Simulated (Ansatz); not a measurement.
Ansatz (a first-principles code) input:

Ansatz 0.2 input:
```yaml
crystal:
  lattice:
    - [11.08360364, 1.9030046358, 0.0]
    - [-11.08360364, 1.9030046358, 0.0]
    - [-0.298110399, 0.0, 7.1808664359]
  atoms:
    - { symbol: Tl, position: [0.3400938762, 0.6599061238, 0.225710032] }
    - { symbol: Tl, position: [0.6599061238, 0.3400938762, 0.774289968] }
    - { symbol: Tl, position: [0.5094969889, 0.4905030111, 0.2532792026] }
    - { symbol: Tl, position: [0.4905030111, 0.5094969889, 0.7467207974] }
    - { symbol: Sn, position: [0.1535234137, 0.8464765863, 0.267992526] }
    - { symbol: Sn, position: [0.8464765863, 0.1535234137, 0.732007474] }
    - { symbol: S, position: [0.0859785346, 0.9140214654, 0.0029039412] }
    - { symbol: S, position: [0.9140214654, 0.0859785346, 0.9970960588] }
    - { symbol: S, position: [0.0890031622, 0.9109968378, 0.522240785] }
    - { symbol: S, position: [0.9109968378, 0.0890031622, 0.477759215] }
    - { symbol: S, position: [0.7230751201, 0.2769248799, 0.26669892] }
    - { symbol: S, position: [0.2769248799, 0.7230751201, 0.73330108] }
kpoints:
  mp_grid: { grid: [6, 6, 3] }
  band_path:
    path:
      - [[0.0, 0.0, 0.0], [0.257382536, 0.257382536, 0.0]]  # Γ-C
      - [[-0.257382536, 0.742617464, 0.0], [-0.5, 0.5, 0.0], [0.0, 0.0, 0.0], [-0.5, 0.5, 0.5], [-0.2564380573, 0.7435619427, 0.5]]  # C_2-Y_2-Γ-M_2-D
      - [[0.2564380573, 0.2564380573, 0.5], [0.0, 0.0, 0.5], [0.0, 0.0, 0.0]]  # D_2-A-Γ
      - [[0.0, 0.5, 0.5], [0.0, 0.0, 0.0], [0.0, 0.5, 0.0]]  # L_2-Γ-V_2
      - [VBM, CBM]
    npoints: 8
basis: { xc_grid: 2 }
hamiltonian:
  xc: lda
  pseudopotentials: { kind: paw }
magnetization: { noncollinear: true, spin_orbit: true }
scf:
  n_extra_bands: 24
  convergence: { dr2_threshold: 0.0000000001 }
  occupations: { method: gaussian, width: 0.01 }
checkpoint: { write: soc.run }
output: { eigenvalues: true }
```

Output (shortened):

```
basis.fft_grid_basis auto: the FFT boxes are laid along the combinations [[1, 1, 0], [0, 1, 0], [0, 0, 1]] of the cell's own vectors, 3.806, 11.246 and 7.187 Å …
Pseudopotential: Tl, paw_fr, valence charge 13
Pseudopotential: Sn, paw_fr, valence charge 14
Pseudopotential: S, paw_fr, valence charge 6
Functional definition: SPW92
non-collinear run that drives no moment, with spin-orbit …
Crystal: 12 atoms, lattice volume = 302.920 Å³
Basis set: ecut = 420 eV, 5917 PW (Γ), FFT grids on a1+a2, a2, a3, exchange–correlation on 54×160×100 points (8 copies of the dense FFT grid, shifted against one another)
Bands: 140, of which v1, the nominal top of the filled ones, is band 116 counted from 1 (115 counted from 0)
Symmetry: 4 space group operations + 4 with time reversal
k-points: 34 of 108
Projection manifold: j_resolved (fully-relativistic pseudo-atomic orbitals)
SCF iter   1: F=—  HF=-61709.461253 eV  |F-HF|=—  |Δ(HF+E_count)|=         —  Δρ=2.67e-2  dr2=1.14e1  dr2_m=0.00e0 (ungated)  ethr=3.10e-3  |M|=0.00e0 ∫|m|=0.00e0 μB  |m|>n=0.0e0 m-floor=0.0e0 τ_xc=0.0e0  β_m=0.30  ⟨swp⟩=6.3  Hψ=11827  notcnv=0  defer=140
preconditioner: auto → Resta (q_TF=auto, 2.325 Å⁻¹)
spin=Noncollinear: Resta preconditioning applied to the charge; magnetization (m_x, m_y, m_z) channels mix plain (no charge-response kernel on spin).
SCF iter   2: F=—  HF=-61707.768006 eV  |F-HF|=—  |Δ(HF+E_count)|=    1.69e0  Δρ=1.78e-2  dr2=3.02e0  dr2_m=0.00e0 (ungated)  ethr=3.10e-3  |M|=0.00e0 ∫|m|=0.00e0 μB  |m|>n=0.0e0 m-floor=0.0e0 τ_xc=0.0e0  β_m=0.46  ⟨swp⟩=2.3  Hψ=2875  notcnv=0  defer=608
SCF iter   3: F=—  HF=-61707.023938 eV  |F-HF|=—  |Δ(HF+E_count)|=   7.44e-1  Δρ=7.42e-3  dr2=2.47e-1  dr2_m=0.00e0 (ungated)  ethr=2.60e-3  |M|=0.00e0 ∫|m|=0.00e0 μB  |m|>n=0.0e0 m-floor=0.0e0 τ_xc=0.0e0  β_m=0.61  ⟨swp⟩=3.2  Hψ=3229  notcnv=0  defer=608
SCF iter   4: F=—  HF=-61706.947673 eV  |F-HF|=—  |Δ(HF+E_count)|=   7.63e-2  Δρ=1.90e-3  dr2=1.45e-2  dr2_m=0.00e0 (ungated)  ethr=2.13e-4  |M|=0.00e0 ∫|m|=0.00e0 μB  |m|>n=0.0e0 m-floor=0.0e0 τ_xc=0.0e0  β_m=0.68  ⟨swp⟩=3.6  Hψ=4157  notcnv=0  defer=626
SCF iter   5: F=—  HF=-61706.945156 eV  |F-HF|=—  |Δ(HF+E_count)|=   2.52e-3  Δρ=5.65e-4  dr2=1.20e-3  dr2_m=0.00e0 (ungated)  ethr=1.25e-5  |M|=0.00e0 ∫|m|=0.00e0 μB  |m|>n=0.0e0 m-floor=0.0e0 τ_xc=0.0e0  β_m=0.79  ⟨swp⟩=2.2  Hψ=3427  notcnv=0  defer=626
SCF iter   6: F=—  HF=-61706.945202 eV  |F-HF|=—  |Δ(HF+E_count)|=   4.64e-5  Δρ=1.49e-4  dr2=7.79e-5  dr2_m=0.00e0 (ungated)  ethr=1.04e-6  |M|=0.00e0 ∫|m|=0.00e0 μB  |m|>n=0.0e0 m-floor=0.0e0 τ_xc=0.0e0  β_m=0.84  ⟨swp⟩=2.7  Hψ=3824  notcnv=0  defer=626
SCF iter   7: F=—  HF=-61706.945213 eV  |F-HF|=—  |Δ(HF+E_count)|=   1.02e-5  Δρ=3.92e-5  dr2=7.19e-6  dr2_m=0.00e0 (ungated)  ethr=6.72e-8  |M|=0.00e0 ∫|m|=0.00e0 μB  |m|>n=0.0e0 m-floor=0.0e0 τ_xc=0.0e0  β_m=0.89  ⟨swp⟩=2.7  Hψ=4055  notcnv=0  defer=626
SCF iter   8: F=—  HF=-61706.944822 eV  |F-HF|=—  |Δ(HF+E_count)|=   3.91e-4  Δρ=1.69e-5  dr2=2.35e-6  dr2_m=0.00e0 (ungated)  ethr=6.20e-9  |M|=0.00e0 ∫|m|=0.00e0 μB  |m|>n=0.0e0 m-floor=0.0e0 τ_xc=0.0e0  β_m=0.81  ⟨swp⟩=2.7  Hψ=3904  notcnv=0  defer=626
SCF iter  13: F=-61706.944821 eV  HF=-61706.944821 eV  |F-HF|=1.46e-11  |Δ(HF+E_count)|=  5.82e-11  Δρ=6.72e-8  dr2=1.77e-11  dr2_m=0.00e0 (ungated)  ethr=1.00e-12  |M|=0.00e0 ∫|m|=0.00e0 μB  |m|>n=0.0e0 m-floor=0.0e0 τ_xc=0.0e0  ⟨swp⟩=11.9  Hψ=10740  notcnv=0…
SCF 1 converged in 13 iterations: F = -61706.944821 eV  dr2 = 1.77e-11
NSCF: frozen V_eff on 68 k-points
NSCF: frozen V_eff on 68 k-points
NSCF: frozen V_eff on 68 k-points
NSCF: frozen V_eff on 68 k-points
NSCF: frozen V_eff on 68 k-points
NSCF: frozen V_eff on 16 k-points
NSCF: frozen V_eff on 19 k-points
NSCF: frozen V_eff on 26 k-points
NSCF: frozen V_eff on 19 k-points
NSCF: frozen V_eff on 19 k-points
NSCF: frozen V_eff on 9 k-points
NSCF: frozen V_eff on 14 k-points
NSCF: frozen V_eff on 4 k-points
NSCF: frozen V_eff on 14 k-points
NSCF: frozen V_eff on 4 k-points
NSCF: frozen V_eff on 14 k-points
NSCF: frozen V_eff on 4 k-points
NSCF: frozen V_eff on 85 k-points
SCF converged after 13 iterations
Magnetization: |M| = 0.0000 μB,  M = (+0.0000, +0.0000, +0.0000) μB
Absolute magnetization: 0.0000 μB (∫|m|)
  site 0: m = (+0.0000, +0.0000, +0.0000) μB, |m| = 0.0000 μB  (R = 1.25 Å)
  site 1: m = (+0.0000, +0.0000, +0.0000) μB, |m| = 0.0000 μB  (R = 1.25 Å)
  site 2: m = (+0.0000, +0.0000, +0.0000) μB, |m| = 0.0000 μB  (R = 1.30 Å)
  site 3: m = (+0.0000, +0.0000, +0.0000) μB, |m| = 0.0000 μB  (R = 1.30 Å)
  site 4: m = (+0.0000, +0.0000, +0.0000) μB, |m| = 0.0000 μB  (R = 0.98 Å)
  site 5: m = (+0.0000, +0.0000, +0.0000) μB, |m| = 0.0000 μB  (R = 0.98 Å)
  site 6: m = (+0.0000, +0.0000, +0.0000) μB, |m| = 0.0000 μB  (R = 0.98 Å)
  site 7: m = (+0.0000, +0.0000, +0.0000) μB, |m| = 0.0000 μB  (R = 0.98 Å)
  site 8: m = (+0.0000, +0.0000, +0.0000) μB, |m| = 0.0000 μB  (R = 0.98 Å)
  site 9: m = (+0.0000, +0.0000, +0.0000) μB, |m| = 0.0000 μB  (R = 0.98 Å)
  site 10: m = (+0.0000, +0.0000, +0.0000) μB, |m| = 0.0000 μB  (R = 1.01 Å)
  site 11: m = (+0.0000, +0.0000, +0.0000) μB, |m| = 0.0000 μB  (R = 1.01 Å)
Free energy (F): -61706.944821 eV
Harris-Foulkes:  -61706.944821 eV  (|F-HF|=1.46e-11)
Internal energy: -61706.944802 eV  (E = F + TS)
E sigma→0 (E₀):  -61706.944812 eV
Entropy (-TS):   -0.000019 eV (-0.002 meV/atom)
Fermi energy:    7.531268 eV
--- Per-component energies (eV) ---
  E_band       = -304.569025
  E_kinetic    = 2348.356074
  E_local      = -6904.518124  (includes V_loc(G=0)·N_el)
  E_nonlocal   = 1409.640004
  E_hartree    = 2990.501382
  E_xc         = -2249.334995
  E_vxc        = -1293.920586  (∫ρ·V_xc dr)
  E_paw        = -51020.628157  (= ΣΔE_a)
  E_vpaw       = -1845.129122  (= ΣTr[D̂ρ^β])
  E_aug_tail   = 0.000135  (compensation charges beyond the density's cutoff)
  E_ewald      = -8282.305314
  E_core_change = 1.344194  (= ΣΔE_core)
  E_smearing   = -0.000019  (= −TS)
  E_closure    = 0.000000  (closes the sum)
  Σ components = -61706.944821   (vs F -61706.944821, Δ=0.00e0)
  [band-id]    e_kinetic+e_local+e_nonlocal+2·e_hartree+e_vxc+e_vpaw+e_augmentation_tail = -304.568858   (vs E_band -304.569025, Δ=1.67e-4)
--- Band table (eV; the first three rows and the last of 34) ---
  k-point 0: bands = ["-15.1277", "-15.1277", "-15.1277", "-15.1277", "-15.1098", "-15.1098", "-15.1097", "-15.1097", "-14.1249", "-14.1249", "-14.1249", "-14.1249", "-14.0731", "-14.0731", "-14.0729", "-14.0729", "-14.0399", "-14.0399", "-14.0399", …
  k-point 1: bands = ["-15.1277", "-15.1277", "-15.1277", "-15.1277", "-15.1098", "-15.1098", "-15.1097", "-15.1097", "-14.1249", "-14.1249", "-14.1249", "-14.1249", "-14.0731", "-14.0731", "-14.0730", "-14.0730", "-14.0399", "-14.0399", "-14.0399", …
  k-point 2: bands = ["-15.1347", "-15.1347", "-15.1221", "-15.1221", "-15.1077", "-15.1077", "-15.1072", "-15.1072", "-14.1354", "-14.1354", "-14.1124", "-14.1124", "-14.0719", "-14.0719", "-14.0691", "-14.0691", "-14.0477", "-14.0477", "-14.0380", …
  k-point 33: bands = ["-15.1277", "-15.1277", "-15.1277", "-15.1277", "-15.1098", "-15.1098", "-15.1097", "-15.1097", "-14.1249", "-14.1249", "-14.1249", "-14.1249", "-14.0731", "-14.0731", "-14.0730", "-14.0730", "-14.0399", "-14.0399", "-14.0399", …
```

Cost: very roughly 80 core-minutes on shared cores.

Space group C2/m. The workflow started from a Materials Project entry (that database holds measured and hypothetical structures alike); the Crystallography Open Database files this formula in space group No. 12, but the cells were not matched. Its standing as an ambient phase is unchecked. The cell was relaxed with LDA under the symmetry of its start; whether a distortion lowers the energy is not shown. A crystal of weakly bound units computed without a dispersion correction: the cell and the soft elastic constants depend strongly on that.

Potentials: the later of the program's two PAW sets.

Ansatz is a plane-wave DFT program.
